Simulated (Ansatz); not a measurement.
C (graphite, space group No. 194), a = 2.466 Å, b = 2.466 Å, c = 8.663 Å, α = 90.00°, β = 90.00°, γ = 120.00°.

Relaxed with plane-wave PAW PBE (Ansatz code). Indices refer to the conventional cell of P6_3/mmc, a = 2.4664 Å, b = 2.4664 Å, c = 8.6630 Å, α = 90.00°, β = 90.00°, γ = 120.00°.

Q: Simulate the powder diffraction pattern (Co Kα, λ = 1.79026 Å; lines above 1 %) up to 2θ = 90°.

A: Simulated powder pattern, Co Kα, λ = 1.79026 Å (kinematic, ideal powder, no thermal factors, no anomalous dispersion; the 30 strongest lines at most, above 1 %, up to 2θ = 90°):

| 2θ (°) | d (Å) | I/Imax (%) | hkl |
|---|---|---|---|
| 23.85 | 4.331 | 100 | (0002) |
| 48.83 | 2.166 | 8.9 | (0004) |
| 49.55 | 2.136 | 1.6 | (1 0 -1 0) |
| 51.14 | 2.074 | 8.3 | (1 0 -1 1) |
| 55.71 | 1.916 | 2.0 | (1 0 -1 2) |
| 62.83 | 1.717 | 3.7 | (1 0 -1 3) |
| 76.63 | 1.444 | 1.6 | (0006) |
| 83.40 | 1.346 | 1.4 | (1 0 -1 5) |

Symmetry was held in the PBE relaxation. The volume lies over 15 % above that of the usual cell of this phase: another minimum, or an error of the functional. A crystal of weakly bound layers computed without a dispersion correction: the cell and the soft elastic constants depend strongly on that.

Potentials: the later of the program's two PAW sets.
